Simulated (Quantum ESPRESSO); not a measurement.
```cif
data_Ba2Cu2F2S2
_chemical_formula_sum 'F2 S2 Cu2 Ba2'
_space_group_name_H-M_alt 'P4/nmm :1'
_space_group_IT_number 129
_space_group_name_Hall 'P 4ab 2ab -1ab'
_cell_length_a 4.12993
_cell_length_b 4.12993
_cell_length_c 9.10647
_cell_angle_alpha 90.000
_cell_angle_beta 90.000
_cell_angle_gamma 90.000
loop_
_space_group_symop_operation_xyz
  'x, y, z'
  '-y+1/2, x+1/2, z'
  '-x, -y, z'
  'y+1/2, -x+1/2, z'
  'x+1/2, -y+1/2, -z'
  '-y, -x, -z'
  '-x+1/2, y+1/2, -z'
  'y, x, -z'
  '-x+1/2, -y+1/2, -z'
  'y, -x, -z'
  'x+1/2, y+1/2, -z'
  '-y, x, -z'
  '-x, y, z'
  'y+1/2, x+1/2, z'
  'x, -y, z'
  '-y+1/2, -x+1/2, z'
loop_
_atom_site_label
_atom_site_type_symbol
_atom_site_symmetry_multiplicity
_atom_site_Wyckoff_symbol
_atom_site_fract_x
_atom_site_fract_y
_atom_site_fract_z
_atom_site_occupancy
F1 F 2 a 0.00000 0.00000 0.00000 1
S1 S 2 c 0.00000 0.50000 0.35651 1
Cu1 Cu 2 b 0.50000 0.50000 0.50000 1
Ba1 Ba 2 c 0.50000 0.00000 0.18010 1
```

The geometry is that of Materials Project entry mp-1080650, symmetrised and not relaxed again.

### Question
What does PBEsol (Quantum ESPRESSO, PseudoDojo norm-conserving, 92 Ry, without SOC) give for the electronic structure near the Fermi level?

### Answer
The PBEsol gap is direct, 1.51 eV at Γ. Another valence extremum on the path lies within 0.02 eV, too close to call. The filled Cu 3d shell has no Hubbard U; semilocal functionals place it too high.

The structure is a Materials Project entry; no match was found in the copy of COD used, and its stability was not checked.
